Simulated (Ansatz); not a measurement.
**TiC: from a starting cell to a relaxed one**

The start is a generated cell, TiC built in the MnP structure type. Cell shape, volume and atoms are optimised at zero target pressure with PBEsol (plane waves to 420 eV, PAW, scalar-relativistic; Ansatz, a first-principles code). The first steps use a coarse 5×7×4 k-mesh.

Input geometry:
```
TiC
1.0
    5.23292     0.00000     0.00000
    0.00000     3.17493     0.00000
    0.00000     0.00000     5.89342
Ti C
4 4
Direct
  0.50560   0.25000   0.69520
  0.00560   0.25000   0.80480
  0.49440   0.75000   0.30480
  0.99440   0.75000   0.19520
  0.68790   0.25000   0.06960
  0.18790   0.25000   0.43040
  0.31210   0.75000   0.93040
  0.81210   0.75000   0.56960
```

```yaml
initial_pressure: "-23 GPa (negative: the cell is under tension)"
outcome: The space group goes from Pnma (No. 62) to P6₃/mmc (No. 194); the end is NiAs type, with 4 atoms in the primitive cell
energy_released: 0.74 eV/atom
volume_change: -14.3 %, from 12.24 to 10.49 Å³/atom
Shortest distances (start → end): "The closest pairs of elements (up to four, under 3.6 Å), start → end: C–Ti 2.28 → 2.19 Å; C–C 2.66 → 3.01 Å; Ti–Ti 2.70 → 2.67 Å"
band_gap_at_the_end: no gap (metallic)
optimiser_moves: 15
```

The end point of the relaxation:

Space group P6₃/mmc (No. 194); a = b = 3.011 Å, c = 5.342 Å, α = β = 90.00°, γ = 120.00°

```tsv
atom	site	symmetry	x	y	z
Ti	2a	-3m.	0.0000	0.0000	0.0000
C	2d	-6m2	0.6667	0.3333	0.2500
```

Final values are on a 18×18×9 k-mesh of the relaxed cell. No spin polarisation in the result.

The run could not lose the symmetry of its start; a randomly shaken copy of 8 atoms returns to this structure.

The relaxed structure here is a generated cell of TiC: the first start was made by placing the elements on the sites of a structure type, and the end was not matched to a known phase here, so it may be hypothetical. Known forms of TiC include space group No. 225.
